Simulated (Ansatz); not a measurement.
CaO:
```
CaO
1.0
    0.00000     2.35399     2.35399
    2.35399     0.00000     2.35399
    2.35399     2.35399     0.00000
Ca O
1 1
Direct
  0.00000   0.00000   0.00000
  0.50000   0.50000   0.50000
```

x, y and z are the axes in which the lattice vectors are written.

**Question.** Give the high-frequency dielectric tensor and the Born effective charge tensors of the independent atoms from DFPT, the program Ansatz at the LDA level (PAW).

**Answer.** 
ε∞:
```
3.88  0.00  0.00
0.00  3.88  0.00
0.00  0.00  3.88
```
Z* of atom 1 (Ca), rows: field, columns: displacement, in e:
```
2.37  0.00  0.00
0.00  2.37  0.00
0.00  0.00  2.37
```
Z* of atom 2 (O), rows: field, columns: displacement, in e:
```
-2.37   0.00   0.00
 0.00  -2.37   0.00
 0.00   0.00  -2.37
```

Space group Fm-3m (rock salt). Symmetry was held in the LDA relaxation.

Potentials: the later of the program's two PAW sets.
